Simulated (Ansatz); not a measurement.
TiC:
Space group P6₃/mmc (No. 194); a = b = 3.615 Å, c = 4.287 Å, α = β = 90.00°, γ = 120.00°

```csv
atom,site,symmetry,x,y,z
Ti,2c,-6m2,0.3333,0.6667,0.2500
C,2d,-6m2,0.6667,0.3333,0.2500
```

Relaxed at zero pressure with plane-wave PAW PBE (Ansatz code).

### Question
The volume is raised by 3 % and shape and atoms relax at that volume. What pressure results, and how do the axes share the change?

### Answer
-5.4 GPa; a 1.1 %, b 1.1 %, c 0.7 %; the energy rises by 6 meV/atom.

### Question
Give the new structure.

### Answer

Space group P6₃/mmc (No. 194); a = b = 3.656 Å, c = 4.317 Å, α = β = 90.00°, γ = 120.00°

```tsv
atom	site	symmetry	x	y	z
Ti	2c	-6m2	0.3333	0.6667	0.2500
C	2d	-6m2	0.6667	0.3333	0.2500
```

The phase is kept; no other phase was compared at this pressure.

Space group P6_3/mmc. The start of the workflow was typed in or built on a structure type; neither database checked (COD, Materials Project) lists it. It is not the phase usual at ambient conditions (space group No. 225). The cell was relaxed with PBE under the symmetry of its start; its stability against distortions is not shown here. The run is not spin-polarised. The volume moved by -15 % from the start of the relaxation.

Potentials: the later of the program's two PAW sets.
